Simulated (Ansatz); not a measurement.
The elements of this relaxed trial crystal are hidden behind letters.

```
lattice vectors (Å)
   3.0239    0.0000    0.0000
  -1.5119    2.6187    0.0000
   0.0000    0.0000    6.5052
fractional positions
X 0.6667 0.3333 0.3222
X 0.3333 0.6667 0.6778
Z 0.0000 0.0000 0.0000
```

All numbers below come from Ansatz 0.2.0, DFT PBE, scalar-relativistic, plane waves, PAW. Settings of the last relaxation (3-atom cell): 420 eV, 18×18×8 k points, Gaussian smearing of 0.10 eV, no spin polarisation.

* Space group: P-3m1 (No. 164)
* Conventional cell: a = 3.024 Å, c = 6.505 Å
* Volume per atom: 17.17 Å³
* Density: 14.92 g/cm³
* Energy over the elements: −0.01 eV/atom
* Gap on the 18×18×8 mesh of the 3-atom cell: 0 eV (a metal)

Energies are uncorrected and count from the elements' standard states at the same level.

Question: X is a d-block element of period 6 and Z is a d-block element of period 5. Which elements are they?

Answer: X = Ta, Z = Ru, so the formula is Ta2Ru. Density times volume gives a mean mass of 14.92 × 17.17/1.6605 = 154.3 u per atom, and this set has 154.3 u. Ta has 3 Ru at 2.73 Å and 9 Ta at 2.90–3.02 Å; Ru is surrounded by 6 Ta at 2.73 Å and 6 Ru at 3.02 Å. Other sets within the hints have nearly the same mass, so mass alone doesn't settle it; this one was computed.

These runs have no spin–orbit coupling, which can matter for Ta. Symmetry constrained the relaxation, so the result can be a saddle point. Another cell of Ta2Ru relaxed alike, in P-1, lies 121 meV/atom lower, so this cell isn't the stable form at this level.
